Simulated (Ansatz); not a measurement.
Here is the system:

PdRhN2:
```xyz
4
Lattice="1.4810 0.8551 6.1053 -1.4810 0.8551 6.1053 0.0000 -1.7101 6.1053" Properties=species:S:1:pos:R:3 pbc="T T T"
Rh     0.0000     0.0000     9.1579
Pd     0.0000     0.0000     0.0000
N      0.0000     0.0000    16.3668
N      0.0000     0.0000     1.9490
```

This is the r²SCAN-relaxed structure.

All from plane-wave PAW r²SCAN (Ansatz code), unless another level is named. Give the electronic character.

metallic (no gap).

Next, the formation energy from the elements (no fitted shifts)?

0.60 eV/atom.

What about the density of states at the Fermi level?

0.80 states/eV per atom (mean over ±0.08 eV).

Space group R-3m. The start of the workflow was typed in or built on a structure type; neither database checked (COD, Materials Project) lists it. Its standing as an ambient phase is unchecked. The cell was relaxed with r²SCAN under the symmetry of its start; its stability against distortions is not shown here. The workflow began spin-polarised and lost its moments. Its formation energy is positive at this level, so the cell may be metastable or incomplete. The references are the lowest solids computed at this level, not always the standard phases (solids in place of the gases). Spin–orbit coupling is left out wherever it is not named.

Potentials: the later of the program's two PAW sets.
